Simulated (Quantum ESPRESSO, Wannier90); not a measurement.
# Wannier functions of ZrS$_{2}$ (CdI2 type)

```yaml
crystal:
  lattice:
    - [3.69138, 0.00000, 0.00000]
    - [-1.84569, 3.19683, 0.00000]
    - [0.00000, 0.00000, 6.04108]
  atoms:
    - { symbol: Zr, position: [0.00000, 0.00000, 0.00000] }
    - { symbol: S, position: [0.66667, 0.33333, 0.76209] }
    - { symbol: S, position: [0.33333, 0.66667, 0.23791] }
```

Materials Project entry mp-1186; symmetrised, unrelaxed at this level. Not found in the COD (Crystallography Open Database) copy used; not checked further. Computed values, not measurements, from PBEsol: Quantum ESPRESSO (norm-conserving PseudoDojo potentials, cutoff 53 Ry, no spin polarisation, no spin-orbit coupling) on a Γ-centred 12×12×6 mesh, then Wannier90. Density: 12×12×6 mesh, cold smearing 0.01 Ry. The cell is built of weakly bound layers, chains or molecules, whose nearest atoms lie 3.82 Å apart. Database cells relaxed without dispersion often hold them too far apart, which can enlarge gaps and weakens couplings between them; spacing and stacking were not compared with the measured crystal.

The plane-wave run has 27 bands and 24 electrons a cell. On the energy scale of pw.x, whose zero is arbitrary, the valence-band maximum lies at 6.42 eV.

Isolated groups of bands, relative to the valence-band maximum (bands from 16 on overlap up to the last one computed):

```
bands  from (eV)  to (eV)  filling           weight on atomic waves
-----  ---------  -------  -------  -------------------------------
1         -48.89   -48.87   filled                       Zr 4s 97 %
2–4       -27.08   -26.83   filled                       Zr 4p 98 %
5–6       -12.58   -11.09   filled  S 3s 82 %, Zr 4d 9 %, Zr 5s 7 %
7–12       -4.43     0.00   filled            S 3p 75 %, Zr 4d 19 %
13–15       0.96     3.46    empty            Zr 4d 78 %, S 3p 17 %
```

Input w.win, without the blocks of cell, atoms and k-points (864 lines):

```
num_bands = 21
num_wann = 11
exclude_bands = 1-6
num_iter = 800
conv_tol = 1.0e-6
conv_window = 4
dis_num_iter = 1000
dis_conv_tol = 1.0e-6
dis_froz_max = 12.37
write_hr = true
write_u_matrices = true
begin projections
Zr: d
S: p
end projections
mp_grid = 12 12 6
```

wannier90.x stops with:
```
dis_windows: More states in the frozen window than target WFs
```
At some k-point more bands lie below dis_froz_max than there are Wannier functions, and every frozen state has to fit into the subspace. Mended as below, all else unchanged, the run goes through (Ω_I = 18.3 Å²) and follows the plane-wave bands to 0.4 meV rms (states up to 2.0 eV relative to the valence-band maximum).
```
dis_froz_max = 8.87
```
